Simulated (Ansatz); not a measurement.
YSb:
```xyz
2
Lattice="0.0000 3.1049 3.1049 3.1049 0.0000 3.1049 3.1049 3.1049 0.0000" Properties=species:S:1:pos:R:3 pbc="T T T"
Sb     0.0000     0.0000     0.0000
Y      3.1049     3.1049     3.1049
```

Relaxed with r²SCAN.

Question: Tabulate the valence density and the electron localisation function along the shortest Sb–Y contact (3.10 Å), r²SCAN in the plane-wave PAW code Ansatz.

Answer: 

```
distance from Sb (Å)  density (e/Å³)   ELF
--------------------  --------------  ----
0.31                           13.10  0.00
0.47                            6.60  0.03
0.62                            2.81  0.14
0.78                            1.25  0.28
0.93                            0.70  0.38
1.09                            0.48  0.49
1.24                            0.35  0.62
1.40                            0.27  0.65
1.55                            0.22  0.48
1.71                            0.21  0.24
1.86                            0.25  0.18
2.02                            0.41  0.36
2.17                            0.80  0.69
2.33                            1.54  0.84
2.48                            2.57  0.87
2.64                            3.46  0.83
2.79                            3.68  0.68
```

The density is the valence pseudo-density with augmentation charge, so density and ELF within about 1 Å of a nucleus are not all-electron values.

Space group Fm-3m (rock salt). The workflow started from an entry of the Crystallography Open Database (COD). Whether it is the stable phase at ambient conditions was not checked. The r²SCAN relaxation kept the symmetry of its start; whether a distortion lowers the energy is not shown. The run is not spin-polarised. Spin–orbit coupling is left out wherever it is not named.

Potentials: the later of the program's two PAW sets.
